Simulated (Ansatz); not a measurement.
An Ansatz (a quantum-chemistry and plane-wave program) input:

Ansatz 0.2 input:
```yaml
crystal:
  lattice:
    - [0.0, 2.7216981935, 2.7216981935]
    - [2.7216981935, 0.0, 2.7216981935]
    - [2.7216981935, 2.7216981935, 0.0]
  atoms:
    - { symbol: S, position: [0.75, 0.75, 0.75] }
    - { symbol: Zn, position: [0.0, 0.0, 0.0] }
kpoints:
  mp_grid: { grid: [8, 8, 8] }
basis: { xc_grid: 2 }
hamiltonian:
  xc: pbe
  pseudopotentials: { kind: paw }
scf:
  occupations: { method: fixed }
output:
  optics: { e_range: [0.0, 15.0], de: 0.05, sigma: 0.1, bands: { spectra_wanted_up_to: 12 eV } }
```

**Question.** How many symmetry operations and irreducible k-points will the run report?

**Answer.** 24 operations, 29 of 512 k-points.

**Question.** With a cutoff of 420 eV, how many plane waves at Γ?

**Answer.** 749.

It took very roughly 11 core-seconds on shared server cores.

Space group F-43m (zinc blende). The cell was relaxed with PBE under the symmetry of its start; phonons on a q-mesh show no instability.

Potentials: the later of the program's two PAW sets.

Ansatz is a plane-wave DFT program.
